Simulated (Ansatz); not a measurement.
**From the elastic tensor of YHg at 5 GPa (stress–strain coefficients) to moduli and sound speeds**

These are results of DFT LDA, scalar-relativistic, plane waves, PAW in Ansatz 0.2.0, not measurements. Settings: 420 eV plane-wave cutoff, Γ-centred 12×12×12 mesh, Fermi-Dirac smearing of 0.15 eV. No spin polarisation.

Symmetry: Pm-3m, No. 221, cubic system. Conventional cell: a = 3.559 Å, b = 3.559 Å, c = 3.559 Å, α = 90.00°, β = 90.00°, γ = 90.00°. Around Y (site symmetry m-3m) lie 8 Hg at 3.08 Å. Hg (site symmetry m-3m) is surrounded by 8 Y at 3.08 Å.

In a metal, frequencies and elastic constants depend on the k mesh and the smearing, soft modes and shear constants most. Spin–orbit coupling is left out, which can shift energies with elements as heavy as these. Other phases may be more stable at this pressure.

Relaxed-ion constants (GPa, on the Cartesian axes of the calculation):
C11 = 126.4, C12 = 90.9, C13 = 90.9, C22 = 126.4, C23 = 90.9, C33 = 126.4, C44 = 48.4, C55 = 48.4, C66 = 48.4 GPa; the others vanish.

Density 10.666 g/cm³; 2 atoms in 45.07 Å³.

The values that follow are for a polycrystal of randomly turned grains, by Hill's mean where one number stands. In a crystal this anisotropic the Voigt and Reuss bounds lie far apart, so Hill's mean and the sound speeds and Debye temperature from it are rough.

With S = C⁻¹: B_V = (C11+C22+C33+2(C12+C13+C23))/9, G_V = (C11+C22+C33−C12−C13−C23+3(C44+C55+C66))/15, 1/B_R = S11+S22+S33+2(S12+S13+S23), 15/G_R = 4(S11+S22+S33−S12−S13−S23)+3(S44+S55+S66); Hill is their mean. Then v_l = √((B+4G/3)/ρ), v_t = √(G/ρ), v_m = [(2/v_t³+1/v_l³)/3]^(−1/3) and Θ = (ħ/k_B)·v_m·(6π²n/V)^(1/3) for n atoms in the volume V; E = 9BG/(3B+G), ν = (3B−2G)/(2(3B+G)) and A^U = 5G_V/G_R + B_V/B_R − 6.

```
Bulk modulus, Voigt / Reuss / Hill          : 102.7 / 102.7 / 102.7 GPa
Shear modulus, Voigt / Reuss / Hill         : 36.2 / 28.6 / 32.4 GPa
Young's modulus                             : 88 GPa
Poisson ratio                               : 0.357
Pugh ratio B/G                              : 3.17
Universal anisotropy index                  : 1.31
Longitudinal and transverse sound speeds    : 3699 and 1743 m/s
Debye temperature from the mean sound speed : 207 K
```

Cost: 1 run of about 0.66 core-minutes, on Intel Xeon 6975P-C (Granite Rapids) (shared hosts).